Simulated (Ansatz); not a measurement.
Values for one crystal, relaxed and computed with plane-wave PAW r²SCAN (Ansatz code); other levels are named.

```yaml
volume_per_atom: 12.58 Å³
band_gap: 2.67 eV (indirect)
valence_band_maximum: at Δ0 (k = 0.333, -0.333, 0.000 in fractions of the reciprocal vectors)
smallest_direct_gap_on_the_standard_path: 2.72 eV
Formation energy from the elements (no fitted shifts): -0.68 eV/atom
conduction_band_minimum: at Y (k = 0.500, 0.500, 0.000 in fractions of the reciprocal vectors)
```

### Question
Which compound is it?
A. AlN, wurtzite
B. TaZn2N3, Cmc2_1 (Ta on 4a, Zn on 8b, N on 8b, N on 4a)
C. ZnS, zinc blende
D. Sr2ZnWO6, I4/m (Pearson symbol tI20)

### Answer
B, TaZn2N3, Cmc2_1 (Ta on 4a, Zn on 8b, N on 8b, N on 4a)

The first step of the workflow began from a Materials Project structure, measured or hypothetical; the Crystallography Open Database copy checked does not list it. With Ta and Zn taken as one species the cell has the higher symmetry P6_3mc, so it may be an ordered model of a mixed-site phase. Its standing as an ambient phase is unchecked. The r²SCAN relaxation kept the symmetry of its start; its stability against distortions is not shown here. The run is not spin-polarised. The references are the lowest solids computed at this level, not always the standard phases (solids in place of the gases). Spin–orbit coupling is left out wherever it is not named.

Potentials: the later of the program's two PAW sets.
